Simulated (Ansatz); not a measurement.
BaHfO₃ (cubic perovskite), relaxed and computed with several functionals in Ansatz (plane waves, PAW).

| functional | a (Å) | gap (eV) | B₀ by P(V) fit (GPa) |
|---|---|---|---|
| r²SCAN | ___ | ___ | ___ |
| HSE06 | 4.175 | 5.18 | 170 |
| PBE | 4.206 | 3.62 | 155 |
| LDA | 4.121 | 3.57 | 182 |

Some entries are withheld; supply them.


- r²SCAN, a (Å): 4.177
- r²SCAN, gap (eV): 4.19
- r²SCAN, B₀ by P(V) fit (GPa): 171

All cells were relaxed under the symmetry of their starts (and spin orders); stability against distortions was not tested throughout. Rows with no word on spin ran without spin polarisation. Spin–orbit coupling is left out wherever it is not named.

Potentials: the later of the program's two PAW sets.

Ansatz (a program for electronic structure) is a plane-wave DFT program.
